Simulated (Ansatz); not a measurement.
# LuBi2ClO4: the gap from level to level

A database entry relaxed whole under r2SCAN at zero pressure (P4/mmm, No. 123):

```yaml
crystal:
  lattice:
    - [3.83012, 0.00000, 0.00000]
    - [0.00000, 3.83012, 0.00000]
    - [0.00000, 0.00000, 8.95230]
  atoms:
    - { symbol: Lu, position: [0.00000, 0.00000, 0.00000] }
    - { symbol: Bi, position: [0.50000, 0.50000, 0.72427] }
    - { symbol: Bi, position: [0.50000, 0.50000, 0.27573] }
    - { symbol: Cl, position: [0.00000, 0.00000, 0.50000] }
    - { symbol: O, position: [0.50000, 0.00000, 0.84969] }
    - { symbol: O, position: [0.00000, 0.50000, 0.84969] }
    - { symbol: O, position: [0.50000, 0.00000, 0.15031] }
    - { symbol: O, position: [0.00000, 0.50000, 0.15031] }
```

Its volume is 16.42 Å³ an atom, +1.5 % against the entry's 16.18, a cell as deposited in COD (2000).

Single points on this cell with plane-wave PAW DFT (Ansatz 0.2.0; r2SCAN 500 eV, hybrids 420 eV; fermi-dirac occupations of width 0.020 eV; no moments): r2SCAN on a 8×8×4 Γ-centred mesh; r2SCAN with spin-orbit coupling on a 6×6×4 Γ-centred mesh; HSE06 on a 6×6×2 Γ-centred mesh; PBE0 on a 6×6×2 Γ-centred mesh.

Problem. What does each level give for gap and charges?

Solution. The runs give:

```
                          level  gap (eV), or kind  pressure (GPa)  Bader charge of Lu (e)  Bader charge of Bi (e)  Bader charge of Cl (e)  Bader charge of O (e)
                         r2SCAN               1.83             0.0                   +2.27                   +1.89                   -0.78                  -1.31
r2SCAN with spin-orbit coupling               1.64             0.2                   +2.27                   +1.84                   -0.77                  -1.29
                          HSE06               2.49            -0.4                   +2.29                   +1.91                   -0.79                  -1.33
                           PBE0               3.16            -0.5                   +2.29                   +1.92                   -0.79                  -1.33
```

Under r2SCAN the gap is 1.83 eV, over mesh and band path. HSE06 moves it by +0.65 eV and PBE0 by +1.33 eV; PBE0 keeps its exact exchange at long range, which widens the gap over HSE06's by 0.68 eV on their common mesh. Spin-orbit coupling moves the r2SCAN gap by -0.19 eV, which the hybrid values lack.

Caveats: the relaxation kept the start's symmetry; HSE06 is read on its mesh and at the zone's corners, PBE0 on its mesh alone; hybrid pressures are good to a few tenths of a GPa; pressure is positive in compression.
